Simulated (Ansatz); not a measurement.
MgO:
Space group P6₃mc (No. 186); a = 3.2468 Å, b = 3.2468 Å, c = 10.3960 Å, α = 90.00°, β = 90.00°, γ = 120.00°

```json
[
 {"atom": "Mg", "site": "2b", "symmetry": "3m.", "x": "0.6667", "y": "0.3333", "z": "0.4695"},
 {"atom": "Mg", "site": "2a", "symmetry": "3m.", "x": "0.0000", "y": "0.0000", "z": "0.2209"},
 {"atom": "O", "site": "2b", "symmetry": "3m.", "x": "0.6667", "y": "0.3333", "z": "0.2800"},
 {"atom": "O", "site": "2a", "symmetry": "3m.", "x": "0.0000", "y": "0.0000", "z": "0.0296"}
]
```

Relaxed with r²SCAN.

Q: Tabulate the valence density and the electron localisation function along the shortest Mg–Mg contact (3.19 Å), plane-wave PAW r²SCAN (Ansatz code).

A: 

```csv
distance from Mg (Å),density (e/Å³),ELF
0.32,14.76,0.35
0.48,5.27,0.42
0.64,1.13,0.27
0.80,0.26,0.06
0.96,0.17,0.04
1.12,0.17,0.17
1.28,0.18,0.37
1.44,0.20,0.48
1.60,0.20,0.52
1.76,0.19,0.51
1.92,0.18,0.42
2.08,0.16,0.19
2.24,0.16,0.05
2.39,0.26,0.07
2.55,1.14,0.28
2.71,5.28,0.43
2.87,14.77,0.35
```

The density is the valence pseudo-density with augmentation charge, so density and ELF within about 1 Å of a nucleus are not all-electron values.

Space group P6_3mc. The workflow started from a Materials Project entry (that database holds measured and hypothetical structures alike); the Crystallography Open Database copy checked does not list it. It is not the phase usual at ambient conditions (space group No. 225). The r²SCAN relaxation kept the symmetry of its start; its stability against distortions is not shown here.

Potentials: the later of the program's two PAW sets.
